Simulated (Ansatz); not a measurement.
Zn (hcp, Mg type)

Space group P6₃/mmc (No. 194); a = b = 2.6222 Å, c = 5.1932 Å, α = β = 90.00°, γ = 120.00°

```csv
atom,site,symmetry,x,y,z
Zn,2d,-6m2,0.6667,0.3333,0.2500
```

The volume is varied about the relaxed value V₀ at fixed cell shape. Symmetry pins the atoms to their sites.

Level of theory: PBE (plane waves to 420 eV, PAW, scalar-relativistic; Ansatz, a program for electronic structure). k mesh 20×20×9 (Γ-centred), Fermi-Dirac smearing 0.05 eV. E stands for the smeared free energy. With the shape held, the modulus is that of even scaling; a crystal free to change shape is softer. The PAW data are Ansatz's earlier set. Zn was relaxed with its symmetry unable to fall. The zero of ΔE is the relaxed starting cell. The last digit holds for this mesh only.

```csv
V (Å³/atom),ΔE (meV/atom)
12.988,130.0
13.483,77.2
13.978,40.4
14.472,16.8
14.967,3.9
15.462,0.0
15.957,3.4
16.452,12.7
16.946,26.9
17.441,45.0
17.936,66.2
```

### Question
What is the fitted pressure derivative B₀′?

### Answer
5.2.

### Question
What bulk modulus at fixed cell shape B₀ follows from a third-order Birch-Murnaghan fit?

### Answer
73.1 GPa. Check by three points about V = 15.462 Å³/atom, step 0.990: d²E/dV² ≈ (17 − 2·0 + 13) meV / 0.990² = 0.0306 eV/Å⁶, and V·d²E/dV² × 160.2 = 75.9 GPa.

(A scan under strain: stresses follow from slopes of the energy per volume, elastic moduli from its curvatures.)
